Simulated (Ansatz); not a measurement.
GaN:
```
CELL_PARAMETERS angstrom
      2.96716     0.00000     0.00000
     -1.48358     2.56963     0.00000
      0.00000     0.00000     5.03272
ATOMIC_POSITIONS crystal
  Ga 0.00000 0.00000 0.00000
  Ga 0.00000 0.00000 0.50000
  N  0.33333 0.66667 0.25000
  N  0.66667 0.33333 0.75000
```

Relaxed with r²SCAN.

Q: Give the Bader charges and basin volumes of the independent atoms, r²SCAN in the plane-wave PAW code Ansatz.

A: 

```json
[
 {"atom": "Ga1", "Bader charge (e)": "+1.71", "Bader volume (Å³)": "7.6"},
 {"atom": "N3", "Bader charge (e)": "-1.71", "Bader volume (Å³)": "11.6"}
]
```

Space group P6_3/mmc (NiAs type). The start of the workflow was typed in or built on a structure type; the Crystallography Open Database copy checked does not list it. It is not the phase usual at ambient conditions (space group No. 186, 216). The r²SCAN relaxation kept the symmetry of its start; whether a distortion lowers the energy is not shown.

Potentials: the later of the program's two PAW sets.
